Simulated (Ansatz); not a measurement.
Input file for Ansatz (a quantum-chemistry and plane-wave program):

Ansatz 0.2 input:
```yaml
crystal:
  lattice:
    - [1.9757815999, -4.9106800385, 0.0]
    - [1.9757815999, 4.9106800385, 0.0]
    - [0.0, 0.0, 3.6359275639]
  atoms:
    - { symbol: Sc, position: [0.1390566348, 0.8609433652, 0.75] }
    - { symbol: Sc, position: [0.8609433652, 0.1390566348, 0.25] }
    - { symbol: Si, position: [0.418412409, 0.581587591, 0.75] }
    - { symbol: Si, position: [0.581587591, 0.418412409, 0.25] }
kpoints:
  mp_grid: { grid: [16, 16, 16] }
hamiltonian:
  xc: pbesol
  pseudopotentials: { azcp: { folder: ./paw }, kind: paw }
scf:
  occupations: { method: fermi_dirac, width: 0.1 }
elastic: { mode: relaxed_ion, stencil: two_point, amplitude: 0.005, f_tol: 0.0005 }
```

Output (shortened):

```
Pseudopotential: Sc, paw, valence charge 11
Pseudopotential: Si, paw, valence charge 4
Functional definition: PBEsol
Crystal: 4 atoms, lattice volume = 70.555 Å³
Basis set: ecut = 420 eV, 1371 PW (Γ), exchange–correlation on 72×72×50 points (8 copies of the dense FFT grid, shifted against one another)
Bands: 19, of which v1, the nominal top of the filled ones, is band 15 counted from 1 (14 counted from 0)
Symmetry: 8 space group operations
Space group: Cmcm (ITA 63), of the structure as read, at distance tolerance 4.1e-5 Å
k-points: 657 of 4096
the search or the solves at the SCF's close seem to have found levels that the self-consistency loop had missed (the run counts 3) …
SCF 1 converged in 11 iterations: F = -5469.403436 eV  dr2 = 1.60e-14
relax step   1: F+E_penalty+E_count = -5469.40343631 eV  Δ(F+E_penalty+E_count) = +0.000e0 eV  max|allowed force component| = 3.637e-2 eV/Å  Δτ_max = 0.0000 Å  (11 SCF iters, accepted)
Crystal: 4 atoms, lattice volume = 70.555 Å³
SCF 2 converged in 10 iterations: F = -5469.403479 eV  dr2 = 8.60e-14
relax step   2: F+E_penalty+E_count = -5469.40347925 eV  Δ(F+E_penalty+E_count) = -4.294e-5 eV  max|allowed force component| = 2.005e-2 eV/Å  Δτ_max = 0.0028 Å  (10 SCF iters, accepted)
Crystal: 4 atoms, lattice volume = 70.555 Å³
SCF 3 converged in 9 iterations: F = -5469.403524 eV  dr2 = 1.06e-14
relax step   3: F+E_penalty+E_count = -5469.40352419 eV  Δ(F+E_penalty+E_count) = -4.494e-5 eV  max|allowed force component| = 5.487e-3 eV/Å  Δτ_max = 0.0029 Å  (9 SCF iters, accepted)
Crystal: 4 atoms, lattice volume = 70.555 Å³
SCF 4 converged in 8 iterations: F = -5469.403528 eV  dr2 = 3.56e-15
relax step   4: F+E_penalty+E_count = -5469.40352844 eV  Δ(F+E_penalty+E_count) = -4.245e-6 eV  max|allowed force component| = 3.287e-5 eV/Å  Δτ_max = 0.0005 Å  (8 SCF iters, accepted)
Crystal: 4 atoms, lattice volume = 70.555 Å³
SCF 5 converged in 10 iterations: F = -5469.403528 eV  dr2 = 1.85e-16
Crystal: 4 atoms, lattice volume = 70.202 Å³
Basis set: ecut = 420 eV, 1355 PW (Γ), exchange–correlation on 72×72×50 points (8 copies of the dense FFT grid, shifted against one another)
SCF 6 converged in 10 iterations: F = -5469.402737 eV  dr2 = 8.15e-15
relax step   1: F+E_penalty+E_count = -5469.40273653 eV  Δ(F+E_penalty+E_count) = +0.000e0 eV  max|allowed force component| = 1.874e-2 eV/Å  Δτ_max = 0.0000 Å  (10 SCF iters, accepted)
Crystal: 4 atoms, lattice volume = 70.202 Å³
SCF 7 converged in 9 iterations: F = -5469.402790 eV  dr2 = 7.17e-15
relax step   2: F+E_penalty+E_count = -5469.40279013 eV  Δ(F+E_penalty+E_count) = -5.361e-5 eV  max|allowed force component| = 1.344e-4 eV/Å  Δτ_max = 0.0024 Å  (9 SCF iters, accepted)
Crystal: 4 atoms, lattice volume = 70.202 Å³
SCF 8 converged in 8 iterations: F = -5469.402790 eV  dr2 = 5.54e-14
Crystal: 4 atoms, lattice volume = 70.907 Å³
SCF 9 converged in 10 iterations: F = -5469.402250 eV  dr2 = 2.23e-14
relax step   1: F+E_penalty+E_count = -5469.40225048 eV  Δ(F+E_penalty+E_count) = +0.000e0 eV  max|allowed force component| = 1.800e-2 eV/Å  Δτ_max = 0.0000 Å  (10 SCF iters, accepted)
Crystal: 4 atoms, lattice volume = 70.907 Å³
SCF 10 converged in 9 iterations: F = -5469.402300 eV  dr2 = 7.62e-15
relax step   2: F+E_penalty+E_count = -5469.40230043 eV  Δ(F+E_penalty+E_count) = -4.995e-5 eV  max|allowed force component| = 2.175e-4 eV/Å  Δτ_max = 0.0023 Å  (9 SCF iters, accepted)
Crystal: 4 atoms, lattice volume = 70.907 Å³
[...]
k-points: 1170 of 4096
SCF 37 converged in 10 iterations: F = -5469.403122 eV  dr2 = 1.77e-15
relax step   1: F+E_penalty+E_count = -5469.40312181 eV  Δ(F+E_penalty+E_count) = +0.000e0 eV  max|allowed force component| = 2.486e-2 eV/Å  Δτ_max = 0.0000 Å  (10 SCF iters, accepted)
Crystal: 4 atoms, lattice volume = 70.554 Å³
SCF 38 converged in 8 iterations: F = -5469.403189 eV  dr2 = 2.73e-14
relax step   2: F+E_penalty+E_count = -5469.40318880 eV  Δ(F+E_penalty+E_count) = -6.699e-5 eV  max|allowed force component| = 1.171e-3 eV/Å  Δτ_max = 0.0028 Å  (8 SCF iters, accepted)
Crystal: 4 atoms, lattice volume = 70.554 Å³
SCF 39 converged in 7 iterations: F = -5469.403189 eV  dr2 = 7.67e-15
relax step   3: F+E_penalty+E_count = -5469.40318898 eV  Δ(F+E_penalty+E_count) = -1.777e-7 eV  max|allowed force component| = 5.661e-4 eV/Å  Δτ_max = 0.0001 Å  (7 SCF iters, accepted)
Crystal: 4 atoms, lattice volume = 70.554 Å³
SCF 40 converged in 6 iterations: F = -5469.403189 eV  dr2 = 4.37e-14
relax step   4: F+E_penalty+E_count = -5469.40318902 eV  Δ(F+E_penalty+E_count) = -4.010e-8 eV  max|allowed force component| = 7.667e-6 eV/Å  Δτ_max = 0.0001 Å  (6 SCF iters, accepted)
Crystal: 4 atoms, lattice volume = 70.554 Å³
SCF 41 converged in 8 iterations: F = -5469.403189 eV  dr2 = 5.65e-14
Crystal: 4 atoms, lattice volume = 70.554 Å³
SCF 42 converged in 10 iterations: F = -5469.403122 eV  dr2 = 1.77e-15
relax step   1: F+E_penalty+E_count = -5469.40312181 eV  Δ(F+E_penalty+E_count) = +0.000e0 eV  max|allowed force component| = 2.486e-2 eV/Å  Δτ_max = 0.0000 Å  (10 SCF iters, accepted)
Crystal: 4 atoms, lattice volume = 70.554 Å³
SCF 43 converged in 8 iterations: F = -5469.403189 eV  dr2 = 2.75e-14
relax step   2: F+E_penalty+E_count = -5469.40318892 eV  Δ(F+E_penalty+E_count) = -6.711e-5 eV  max|allowed force component| = 8.408e-4 eV/Å  Δτ_max = 0.0028 Å  (8 SCF iters, accepted)
Crystal: 4 atoms, lattice volume = 70.554 Å³
SCF 44 converged in 7 iterations: F = -5469.403189 eV  dr2 = 5.95e-15
relax step   3: F+E_penalty+E_count = -5469.40318902 eV  Δ(F+E_penalty+E_count) = -9.609e-8 eV  max|allowed force component| = 4.720e-5 eV/Å  Δτ_max = 0.0001 Å  (7 SCF iters, accepted)
Crystal: 4 atoms, lattice volume = 70.554 Å³
SCF 45 converged in 8 iterations: F = -5469.403189 eV  dr2 = 8.04e-14
SCF converged after 10 iterations
Stability not checked: this state was not tested for a lower state beside it, because too few of the mixer's solves of this state at the end of the SCF gave a …
Free energy (F): -5469.403528 eV
Harris-Foulkes:  -5469.403528 eV  (|F-HF|=9.09e-13)
Internal energy: -5469.334812 eV  (E = F + TS)
E sigma→0 (E₀):  -5469.369170 eV
Entropy (-TS):   -0.068716 eV (-17.179 meV/atom)
Fermi energy:    10.533804 eV
--- Per-component energies (eV) ---
  E_band       = -265.246358
  E_kinetic    = 501.758734
  E_local      = -1706.051880  (includes V_loc(G=0)·N_el)
  E_nonlocal   = 332.112922
  E_hartree    = 632.733215
  E_xc         = -285.649021
  E_vxc        = -310.548134  (∫ρ·V_xc dr)
  E_paw        = -2929.316868  (= ΣΔE_a)
  E_vpaw       = -347.984593  (= ΣTr[D̂ρ^β])
  E_aug_tail   = 0.000162  (compensation charges beyond the density's cutoff)
  E_ewald      = -2015.243248
  E_core_change = 0.321172  (= ΣΔE_core)
  E_smearing   = -0.068716  (= −TS)
  E_closure    = 0.000000  (closes the sum)
  Σ components = -5469.403528   (vs F -5469.403528, Δ=0.00e0)
--- Forces (eV/Å), atoms counted from 1 ---
  atom   1  Sc     0.00000000     0.00001378     0.00000000
  atom   2  Sc     0.00000000    -0.00001378     0.00000000
  atom   3  Si     0.00000000    -0.00003287     0.00000000
  atom   4  Si     0.00000000     0.00003287     0.00000000
  max |Σ_I F_I| component: 0.00e0 eV/Å
--- Stress (GPa, compression-positive) ---
       -0.114193       0.000000       0.000000
        0.000000       0.069017       0.000000
        0.000000       0.000000       0.245055
  P = ⅓ Tr σ = 0.0666 GPa (0.666 kbar)
--- Band table (eV; the first three rows and the last of 657) ---
  k-point 0: bands = ["-38.3280", "-38.2861", "-17.1951", "-17.1048", "-17.0670", "-17.0621", "-16.9593", "-16.9560", "-0.4753", "4.6063", "7.3062", "8.3428", "9.0285", "9.3465", "10.5899", "11.2713", "11.9840", "12.5104", "12.5275"]
  k-point 1: bands = ["-38.3273", "-38.2863", "-17.1926", "-17.1041", "-17.0670", "-17.0645", "-16.9612", "-16.9605", "-0.4311", "4.6247", "7.3381", "8.3441", "8.4250", "9.8596", "10.5679", "11.0782", "11.9398", "12.5184", "12.6812"]
  k-point 2: bands = ["-38.3255", "-38.2869", "-17.1851", "-17.1019", "-17.0712", "-17.0669", "-16.9734", "-16.9670", "-0.2991", "4.6650", "7.4315", "7.6706", "8.3486", "10.3627", "10.4841", "10.6822", "11.8436", "12.5467", "12.9455"]
  k-point 656: bands = ["-38.3013", "-38.3013", "-17.1968", "-17.1968", "-17.0759", "-17.0759", "-16.9722", "-16.9722", "2.5062", "2.5062", "6.2130", "6.2130", "9.1328", "9.1328", "10.4732", "10.4732", "11.9912", "11.9912", "12.8532"]
--- Elastic constants: 6 strain directions × 2 members + reference (group order 8) ---
  dense FFT box of the reference and of every strained cell: 36×36×25
  strains applied: 11, 22, 33, 23, 13, 12; error gains …
  reference relaxed by the batch: 4 steps …
  largest displacement 2.4e-3 Å; the constants are those of the deck's cell at these positions:
  atoms:
    - { symbol: Sc, position: [0.1390090146849608, 0.8609909853150393, 0.7499999999999998] }
    - { symbol: Sc, position: [0.8609909853150393, 0.1390090146849608, 0.24999999999999994] }
    - { symbol: Si, position: [0.41865344511557323, 0.5813465548844268, 0.7499999999999998] }
    - { symbol: Si, position: [0.5813465548844268, 0.41865344511557323, 0.24999999999999994] }
  C = ∂σ_k/∂η_j (tension-positive GPa; Voigt order 11 22 33 23 13 12):
       178.595     46.792     83.687      0.000      0.000      0.000
        46.975    252.842     33.728      0.000      0.000      0.000
        84.047     33.911    215.288      0.000      0.000      0.000
         0.000      0.000      0.000     49.005      0.000      0.000
         0.000      0.000      0.000      0.000    123.450      0.000
         0.000      0.000      0.000      0.000      0.000     61.667
  reference stress σ⁰ (GPa):      0.114     -0.069     -0.245      0.000      0.000      0.000
  moduli (Voigt/Reuss/Hill, GPa): K = 108.43/108.07/108.25   G = 78.97/69.01/73.99   E = 180.78   ν = 0.222
  mechanically stable: yes (min eigenvalue of sym C = 49.00 GPa)
  strain η (Voigt 11):  stress-route row diagonal C_11 = 178.59 GPa, energy-path curvature d²(F+E_count+ΔE)/dδ²/Ω₀ = 178.60 GPa
         δ    σ_11 (GPa)             F (eV)   n_scf  n_hpsi   n_pw
    -5.000e-3      -0.7879       -5469.4027901       8  213662   1394   relax 2 steps, max|allowed force component| 1.34e-4 eV/Å
     5.000e-3       0.9980       -5469.4023004       9  247611   1416   relax 2 steps, max|allowed force component| 2.18e-4 eV/Å
  strain η (Voigt 22):  stress-route row diagonal C_22 = 252.84 GPa, energy-path curvature d²(F+E_count+ΔE)/dδ²/Ω₀ = 252.83 GPa
         δ    σ_22 (GPa)             F (eV)   n_scf  n_hpsi   n_pw
    -5.000e-3      -1.3586       -5469.4019661       8  210044   1394   relax 2 steps, max|allowed force component| 4.37e-4 eV/Å
     5.000e-3       1.1698       -5469.4023072       8  212836   1416   relax 3 steps, max|allowed force component| 1.66e-5 eV/Å
  strain η (Voigt 33):  stress-route row diagonal C_33 = 215.29 GPa, energy-path curvature d²(F+E_count+ΔE)/dδ²/Ω₀ = 215.29 GPa
         δ    σ_33 (GPa)             F (eV)   n_scf  n_hpsi   n_pw
    -5.000e-3      -1.3365       -5469.4017929       8  211745   1396   relax 2 steps, max|allowed force component| 2.36e-4 eV/Å
     5.000e-3       0.8164       -5469.4028938       8  211923   1412   relax 2 steps, max|allowed force component| 3.92e-4 eV/Å
  strain η (Voigt 23):  stress-route row diagonal C_44 = 49.00 GPa, energy-path curvature d²(F+E_count+ΔE)/dδ²/Ω₀ = 49.09 GPa
         δ    σ_23 (GPa)             F (eV)   n_scf  n_hpsi   n_pw
    -5.000e-3      -0.2450       -5469.4032583       8  380593   1401   relax 3 steps, max|allowed force component| 2.79e-4 eV/Å
     5.000e-3       0.2450       -5469.4032583       8  379922   1401   relax 3 steps, max|allowed force component| 2.74e-4 eV/Å
  strain η (Voigt 13):  stress-route row diagonal C_55 = 123.45 GPa, energy-path curvature d²(F+E_count+ΔE)/dδ²/Ω₀ = 123.48 GPa
         δ    σ_13 (GPa)             F (eV)   n_scf  n_hpsi   n_pw
    -5.000e-3      -0.6172       -5469.4028487       8  357233   1401   relax 1 steps, max|allowed force component| 2.58e-4 eV/Å
     5.000e-3       0.6172       -5469.4028487       8  357117   1401   relax 1 steps, max|allowed force component| 2.58e-4 eV/Å
  strain η (Voigt 12):  stress-route row diagonal C_66 = 61.67 GPa, energy-path curvature d²(F+E_count+ΔE)/dδ²/Ω₀ = 61.66 GPa
         δ    σ_12 (GPa)             F (eV)   n_scf  n_hpsi   n_pw
    -5.000e-3      -0.3083       -5469.4031890       8  376627   1402   relax 4 steps, max|allowed force component| 7.67e-6 eV/Å
     5.000e-3       0.3083       -5469.4031890       8  380921   1402   relax 3 steps, max|allowed force component| 4.72e-5 eV/Å
```

Cost: very roughly 40 core-minutes on shared cores.

The first step of the workflow began from a Materials Project structure, measured or hypothetical; the Crystallography Open Database copy checked does not list it. Whether it is the stable phase at ambient conditions was not checked. The PBEsol relaxation kept the symmetry of its start; its stability against distortions is not shown here. The run is not spin-polarised. As this level gives no gap, shear constants depend on the k-mesh and smearing (Fermi–Dirac, 0.1 eV here).

Potentials: the earlier of the program's two PAW sets. The files were generated under PBE; for other functionals the program regenerates the frozen cores, and for LDA and PBEsol the local potential too.

Ansatz is a plane-wave DFT program.
